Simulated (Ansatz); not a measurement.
Ta, flat triangular-type layer, relaxed and computed with two functionals in Ansatz (plane waves, PAW).

```json
[
 {"functional": "PBE", "a (Å)": "…"},
 {"functional": "r²SCAN+D4", "a (Å)": "2.714"}
]
```

**Question.** What belongs in the gaps?

**Answer.** 
- PBE, a (Å): 2.735

Began spin-polarised and lost the moments: Ta, flat triangular-type layer with PBE; Ta, flat triangular-type layer with r²SCAN+D4. All cells were relaxed under the symmetry of their starts (and spin orders); stability against distortions was not tested throughout. Scalar-relativistic: spin–orbit coupling is off unless named, which matters more the heavier the elements. Constructed layers (a layer type filled with these elements): Ta, flat triangular-type layer; Ta, flat triangular-type layer.

Potentials: the later of the program's two PAW sets.

Ansatz (a quantum-chemistry and plane-wave program) is a plane-wave DFT program.
